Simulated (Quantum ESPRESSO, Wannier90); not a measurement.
## HfN (rock salt), plane waves to Wannier functions

```
CELL_PARAMETERS angstrom
      0.00000     2.25586     2.25586
      2.25586     0.00000     2.25586
      2.25586     2.25586     0.00000
ATOMIC_POSITIONS crystal
  Hf 0.00000 0.00000 0.00000
  N  0.50000 0.50000 0.50000
```

Materials Project entry mp-2828; symmetrised, unrelaxed at this level. COD (Crystallography Open Database) has an entry of this formula and space group (matched by these alone). Level: PBEsol, no spin polarisation, no spin-orbit coupling; pw.x of Quantum ESPRESSO at 68 Ry with PseudoDojo potentials, 12×12×12 k-points, Wannier90. Density: 12×12×12 mesh, cold smearing 0.01 Ry. Spin-orbit coupling is left out although heavy elements are present.

The plane-wave run has 22 bands and 17 electrons a cell. On the energy scale of pw.x, whose zero is arbitrary, the Fermi level lies at 18.64 eV.

Isolated groups of bands, relative to the Fermi level (bands from 6 on overlap up to the last one computed):

| bands | from (eV) | to (eV) | filling | weight on atomic waves |
|---|---|---|---|---|
| 1 | -62.63 | -62.55 | filled | Hf 5s 95 % |
| 2–4 | -32.00 | -31.02 | filled | Hf 5p 97 % |
| 5 | -17.46 | -14.65 | filled | N 2s 67 %, Hf 5d 19 %, Hf 6s 9 % |

Input w.win, without the blocks of cell, atoms and k-points (1728 lines):

```
num_bands = 17
num_wann = 8
exclude_bands = 1-5
num_iter = 800
conv_tol = 1.0e-6
conv_window = 4
dis_num_iter = 1000
dis_conv_tol = 1.0e-6
dis_froz_max = 21.14
write_hr = true
write_u_matrices = true
begin projections
Hf: d
N: p
end projections
mp_grid = 12 12 12
```

wannier90.x stops with:
```
dis_windows: More states in the frozen window than target WFs
```
At some k-point more bands lie below dis_froz_max than there are Wannier functions, and every frozen state has to fit into the subspace. Mended as below, all else unchanged, the run goes through (Ω_I = 10.9 Å²) and follows the plane-wave bands to 2.8 meV rms (states up to 1.0 eV relative to the Fermi level).
```
dis_froz_max = 20.14
```
